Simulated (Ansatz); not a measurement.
Consider the following.

WN2:
Space group P-6m2 (No. 187); a = 2.8778 Å, b = 2.8778 Å, c = 3.8672 Å, α = 90.00°, β = 90.00°, γ = 120.00°

| atom | site | symmetry | x | y | z |
|---|---|---|---|---|---|
| W | 1f | -6m2 | 0.6667 | 0.3333 | 0.5000 |
| N | 2g | 3m. | 0.0000 | 0.0000 | 0.1805 |

This is the LDA-relaxed structure.

Problem. All from DFT-LDA in the program Ansatz with PAW potentials, unless another level is named. Estimate the hole effective mass.

Solution. 0.32, 0.49, 0.49 mₑ (principal values).

Problem. Give the formation energy from the elements (no fitted shifts).

Solution. -0.69 eV/atom.

Problem. Next, the valence-band maximum?

Solution. at H.

The workflow started from a Materials Project entry (that database holds measured and hypothetical structures alike); the Crystallography Open Database copy checked does not list it. Its standing as an ambient phase is unchecked. Symmetry was held in the LDA relaxation; whether a distortion lowers the energy is not shown. No spin polarisation was allowed. The references are the lowest solids computed at this level, not always the standard phases (solids in place of the gases). Scalar-relativistic: spin–orbit coupling is off unless named, which matters more the heavier the elements.

Potentials: the later of the program's two PAW sets.

Edges and masses are those of Kohn–Sham bands, whose gap is no quasiparticle gap.
